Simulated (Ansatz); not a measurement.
# Computed properties of Sb

Sb:
```xyz
1
Lattice="2.1503 1.2415 1.7552 -2.1503 1.2415 1.7552 0.0000 -2.4829 1.7552" Properties=species:S:1:pos:R:3 pbc="T T T"
Sb     0.0000     0.0000     0.0000
```

Space group Pm-3m (No. 221), simple cubic; conventional cell a = b = c = 3.041 Å, α = β = γ = 90.00°.

Method: LDA in the plane-wave PAW code Ansatz. Structure relaxed to zero pressure with the same functional. Other levels are named where they apply.

Cell and energy:

```yaml
volume_per_atom: 28.11 Å³
density: 7.19 g/cm³
```

Electronic structure:

```yaml
electronic_character: metallic (no gap)
Density of states at the Fermi level: 0.48 states/eV per atom (mean over ±0.08 eV)
```

Mechanics:

```yaml
mechanical_stability: stable (all eigenvalues of C positive)
hill_bulk_and_shear_moduli: 65.3 and 25.8 GPa
Young's modulus: 68.4 GPa
Poisson's ratio: 0.33
debye_temperature_from_the_elastic_constants: 208 K
```

The first step of the workflow began from a Materials Project structure, measured or hypothetical; the Crystallography Open Database files this formula in space group No. 221, but the cells were not matched. It is not the phase usual at ambient conditions (space group No. 166). Symmetry was held in the LDA relaxation; whether a distortion lowers the energy is not shown. As this level gives no gap, shear constants depend on the k-mesh and smearing (Fermi–Dirac, 0.1 eV here). Point labels and valley counts follow the cell and symmetry of the run, lower than the named group. Spin–orbit coupling is left out wherever it is not named.

Potentials: the later of the program's two PAW sets.
